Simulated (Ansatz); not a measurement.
Magnetic states of Li$_{2}$MnO$_{2}$

```yaml
crystal:
  lattice:
    - [6.39000, 0.00000, 0.00000]
    - [-1.59750, 2.76695, 0.00000]
    - [0.00000, 0.00000, 5.30300]
  atoms:
    - { symbol: Li, position: [0.33333, 0.33333, 0.39100] }
    - { symbol: Li, position: [0.16667, 0.66667, 0.60900] }
    - { symbol: Mn, position: [0.00000, 0.00000, 0.00000] }
    - { symbol: O, position: [0.16667, 0.66667, 0.24900] }
    - { symbol: O, position: [0.33333, 0.33333, 0.75100] }
    - { symbol: Li, position: [0.83333, 0.33333, 0.39100] }
    - { symbol: Li, position: [0.66667, 0.66667, 0.60900] }
    - { symbol: Mn, position: [0.50000, 0.00000, 0.00000] }
    - { symbol: O, position: [0.66667, 0.66667, 0.24900] }
    - { symbol: O, position: [0.83333, 0.33333, 0.75100] }
```

Computed with plane-wave PAW DFT (Ansatz 0.2.0): r2SCAN with U_eff = 2.7 eV on Mn d (all-electron-ortho-atomic projectors), 500 eV cutoff, 4×8×4 Γ-centred mesh, fermi-dirac occupations of width 0.050 eV. The atoms are fixed and numbered as listed; spin is collinear, without spin-orbit coupling.

The cycle has several fixed points for this cell. Moments (μB):

```json
{"state": "A", "Mn3": "0.00", "Mn8": "0.00", "other atoms together": "0.00", "size of the net moment a cell": "0.00"}
{"state": "B", "Mn3": "4.34", "Mn8": "-4.34", "other atoms together": "0.00", "size of the net moment a cell": "0.00"}
{"state": "C", "Mn3": "4.34", "Mn8": "4.34", "other atoms together": "0.37", "size of the net moment a cell": "10.00"}
```

Site moments are taken in small spheres that don't touch (radius about 0.4 of the atom's shortest bond), so those of the magnetic atoms read low, and they needn't add up to the net moment. State A was run without spin polarisation.

Task: Rank the states by energy at zero smearing.

Result: State B (antiparallel, compensated) is lowest; C (parallel moments) lies 2.7 meV above it, A (without moments) lies 898 meV above it, all counted an atom of the cell.

Task: Which states have a gap on the mesh, and what pressure does each exert on this cell?

Result: A: no gap, -17.1 GPa; B: gap 3.53 eV, -2.3 GPa; C: gap 2.97 eV, -2.0 GPa (positive in compression). Moments take up room: without them the pressure is lower, so that state wants a smaller cell.

Task: Compare the parallel order C with the antiparallel order B.

Result: Between C and B the moments keep their size (4.34 against 4.34 μB in the mean), so the difference mostly measures the exchange between the flipped sites: the antiparallel order gains 13 meV for each Mn atom. The nearest flipped pair stands 3.19 Å apart. Flipped pairs are linked through O; the widest Mn–O–Mn angle among the nearer links is 90°, at 3.19 Å between the metal atoms.

Task: How much does the cell gain by forming moments?

Result: 898 meV an atom of the cell, or 4490 meV for each Mn atom, against state A, which has none. A run without spin would miss this and give wrong energies and forces. That state isn't the paramagnet, which keeps its moments, so this is no ordering energy, and a U raises it further by its penalty on part-filled orbitals.

The cell is that of a Crystallography Open Database entry, unchanged but doubled along one cell vector so that moments can oppose.

Caveats: only orders that fit this cell and collinear spins were tried, so the true order may need a larger cell or canted moments; atoms and cell are not relaxed, and each state would relax in its own way; the U is a value in common use, not computed for this crystal; the k mesh is coarse, so differences of a few meV are uncertain where a state is a metal; one start a pattern, so a lower state of the same pattern may exist; the nearest magnetic atoms form triangles, which frustrates antiparallel coupling, so the true order may be non-collinear or need another cell; the atoms stand off equilibrium, with forces up to 0.9 eV/Å.
